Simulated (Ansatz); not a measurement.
SiC (zinc blende, F-43m), DFT-r²SCAN in the program Ansatz with PAW potentials. The conduction-band minimum lies at X, with 3 equivalent valleys. Second derivatives d²E/dk² of the lowest band at one valley (eV·Å²), along Cartesian directions:

```csv
direction,d²E/dk²
[100],11.90
[010],33.75
[001],33.75
[110],22.83
[101],22.83
[011],33.72
```

Problem. Find the principal effective masses, the density-of-states mass and the conductivity mass.

Solution. Off-diagonal terms follow from H_xy = H[110] − (H_xx + H_yy)/2, and m*/mₑ = 7.620 eV·Å² over each eigenvalue: 0.23, 0.23, 0.64. One valley's DOS mass (m₁m₂m₃)^(1/3) = 0.32, conductivity mass 3/(Σ 1/mᵢ) = 0.29 mₑ.

Problem. What effective density of states Nc follows at 300 K for parabolic valleys?

Solution. Nc = 2.509e19 × 3 × (0.32)^(3/2) ≈ 1.4e19 cm⁻³.

The cell was relaxed with r²SCAN under the symmetry of its start.

Potentials: the later of the program's two PAW sets.

Edges and masses are those of Kohn–Sham bands, whose gap is no quasiparticle gap.
